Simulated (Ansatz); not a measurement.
Ag$_{2}$HgI$_{4}$:
```
CELL_PARAMETERS angstrom
     -3.09146     3.09146     6.16669
      3.09146    -3.09146     6.16669
      3.09146     3.09146    -6.16669
ATOMIC_POSITIONS crystal
  Hg 0.00000 0.00000 0.00000
  Ag 0.50000 0.50000 0.00000
  I  0.36817 0.41055 0.50542
  I  0.58945 0.09487 0.95762
  I  0.90513 0.86275 0.49458
  I  0.13725 0.63183 0.04238
  Ag 0.75000 0.25000 0.50000
```

Relaxed with LDA. Special points in fractions of this cell's reciprocal vectors: Γ (0.000, 0.000, 0.000); X (0.000, 0.000, 0.500); P (0.250, 0.250, 0.250); N (0.000, 0.500, 0.000); M (0.500, 0.500, -0.500); S (0.313, 0.687, -0.313); S0 (-0.313, 0.313, 0.313); R (-0.126, 0.126, 0.500); G (0.500, 0.500, -0.126).

**Question.** List the band energies nearest the valence-band maximum at these points for plane-wave PAW LDA (Ansatz code).

**Answer.** In eV from the valence-band maximum; about four levels below and three above (degenerate sets whole), none deeper than 8.9 eV; points with the same levels are listed once.

| k | below | above |
|---|---|---|
| Γ | -1.59 -0.12 0.00 0.00 | 1.00 3.24 3.51 |
| X | -0.71 -0.69 -0.63 -0.51 | 1.40 3.22 3.73 |
| P | -0.87 -0.71 -0.60 -0.59 | 1.62 3.38 3.44 |
| N | -1.27 -1.12 -0.82 -0.51 | 2.09 3.97 4.45 |
| M | -1.09 -1.09 -0.92 -0.92 | 1.77 3.44 3.47 3.47 |
| S | -1.30 -1.25 -0.79 -0.45 | 2.03 3.81 3.99 |
| R | -0.88 -0.78 -0.67 -0.59 | 1.57 3.42 3.87 |

Space group I-4. The workflow started from an entry of the Crystallography Open Database (COD), which files this formula under 2 space groups. Whether it is the stable phase at ambient conditions was not checked. The cell was relaxed with LDA under the symmetry of its start; its stability against distortions is not shown here. The run is not spin-polarised. Scalar-relativistic: spin–orbit coupling is off unless named, which matters more the heavier the elements.

Potentials: the later of the program's two PAW sets.
